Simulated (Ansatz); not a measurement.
## Ga2Pt (fluorite type, space group Fm-3m), frozen-phonon scan

Ga₂Pt (fluorite type, space group Fm-3m)

```
Ga2Pt
1.0
    0.00000     5.86926     5.86926
    2.93463     0.00000     2.93463
    2.93463     2.93463     0.00000
Ga Pt
4 2
Direct
  0.37500   0.75000   0.75000
  0.87500   0.75000   0.75000
  0.12500   0.25000   0.25000
  0.62500   0.25000   0.25000
  0.00000   0.00000   0.00000
  0.50000   0.00000   0.00000
```

The atoms are displaced by Q × the pattern below (from a DFPT mode at L = (0.5, 0.0, 0.0), largest move 1; Q in Å), at fixed cell. It is one choice among 2 degenerate patterns. (q is in reciprocal vectors of the primitive cell; the cell shown is doubled to hold the pattern.)

```tsv
atom	x	y	z
Ga1	0.217	-0.395	0.612
Ga2	-0.217	0.395	-0.612
Ga3	-0.217	0.395	-0.612
Ga4	0.217	-0.395	0.612
Pt5	-0.285	0.520	-0.805
Pt6	0.285	-0.520	0.805
```

Computed with LDA (plane waves to 420 eV, PAW, scalar-relativistic; Ansatz, a first-principles code). k mesh 7×14×14 (Γ-centred), Fermi-Dirac smearing 0.05 eV. The energy includes the smearing's −TS. With partly filled bands, energies and forces of such displacements shift with the k mesh and the smearing. Ga2Pt is run without spin polarisation. Ga2Pt was relaxed with its symmetry unable to fall. Spin-orbit coupling is left out, though Pt is heavy. This is a high-temperature form of Ga2Pt. ΔE is measured from the undisplaced structure.

```tsv
Q (Å)	ΔE (meV/cell)	−dE/dQ from forces (eV/Å)
-0.100	17.0	0.347
-0.083	11.8	0.285
-0.067	7.5	0.226
-0.050	4.2	0.169
-0.033	1.9	0.112
-0.017	0.5	0.056
0.000	0.0	0.000
0.017	0.5	-0.056
0.033	1.9	-0.112
0.050	4.2	-0.169
0.067	7.5	-0.226
0.083	11.8	-0.285
0.100	17.0	-0.347
```

Key numbers:

The energy at Q = 0.100 Å is 17.0 meV/cell. Space group of the distorted cell: P-1 (No. 2), lowered from Fm-3m. Symmetry of the curve: even: the same for both signs. Shape of the curve: a single well with its minimum at or next to zero displacement. Harmonic wavenumber from the curvature (finite differences): 41 cm⁻¹. Wavenumber by perturbation theory (DFPT, on another k mesh): 41 cm⁻¹.

(For displaced atoms, the force is minus the slope of the energy, and its curvature is a force constant, which sets phonon frequencies.)
